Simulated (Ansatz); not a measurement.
Input:

ZrIr:
```cif
data_IrZr
_chemical_formula_sum 'Zr1 Ir1'
_space_group_name_H-M_alt 'Pm-3m'
_space_group_IT_number 221
_space_group_name_Hall '-P 4 2 3'
_cell_length_a 3.24685
_cell_length_b 3.24685
_cell_length_c 3.24685
_cell_angle_alpha 90.000
_cell_angle_beta 90.000
_cell_angle_gamma 90.000
loop_
_atom_site_label
_atom_site_type_symbol
_atom_site_symmetry_multiplicity
_atom_site_Wyckoff_symbol
_atom_site_fract_x
_atom_site_fract_y
_atom_site_fract_z
_atom_site_occupancy
Zr1 Zr 1 b 0.50000 0.50000 0.50000 1
Ir1 Ir 1 a 0.00000 0.00000 0.00000 1
```

This is the LDA-relaxed structure.

Problem. All from LDA in the plane-wave PAW code Ansatz, unless another level is named. Estimate the bulk modulus (Birch–Murnaghan fit).

Solution. 219 GPa.

Problem. Give the elastic constants (relaxed ions, GPa).

Solution. C11 = 197, C12 = 227, C44 = 61.6.

Problem. What about the highest zone-centre frequency?

Solution. 157 cm^-1.

The first step of the workflow began from a Materials Project structure, measured or hypothetical; the Crystallography Open Database files this formula in space group No. 221, but the cells were not matched. Whether it is the stable phase at ambient conditions was not checked. Symmetry was held in the LDA relaxation. At this level the phase is mechanically unstable. The run is not spin-polarised. As this level gives no gap, shear constants depend on the k-mesh and smearing (Fermi–Dirac, 0.1 eV here). As this level gives no gap, phonon frequencies hold no LO–TO term and depend on the k-mesh and smearing (Fermi–Dirac, 0.1 eV here). Spin–orbit coupling is left out wherever it is not named.

Potentials: the later of the program's two PAW sets.
